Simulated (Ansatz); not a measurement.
The relaxed structure here is a generated cell of PbI2: the first start was made by placing the elements on the sites of a structure type, and the end was not matched to a known phase here, so it may be hypothetical. Known forms of PbI2 include space group No. 164.

One stationary structure of PbI₂. Space group P2₁/c (No. 14), AFLOW prototype A2B_mP12_14_2e_e (C43, as in ZrO2). The numbers are results of PBEsol (plane waves to 420 eV, PAW, scalar-relativistic; Ansatz, an electronic-structure program), not measurements.

Space group P2₁/c (No. 14); a = 7.4992 Å, b = 8.0929 Å, c = 7.8548 Å, α = 90.00°, β = 97.66°, γ = 90.00°

```csv
atom,site,symmetry,x,y,z
Pb,4e,1,0.2900,0.0571,0.1758
I,4e,1,0.0940,0.3836,0.2963
I,4e,1,0.5806,0.2737,0.0027
```

Task: Estimate the band gap that PBEsol returns for this input.

Result: 2.07 eV, direct at Y2 (no spin-orbit coupling).

No spin polarisation in the result. Without spin-orbit coupling the bands of the heavy element are not split, so the gap can be far off.

The run could not lose the symmetry of its start: the end is stationary, and may be a saddle point rather than a minimum.
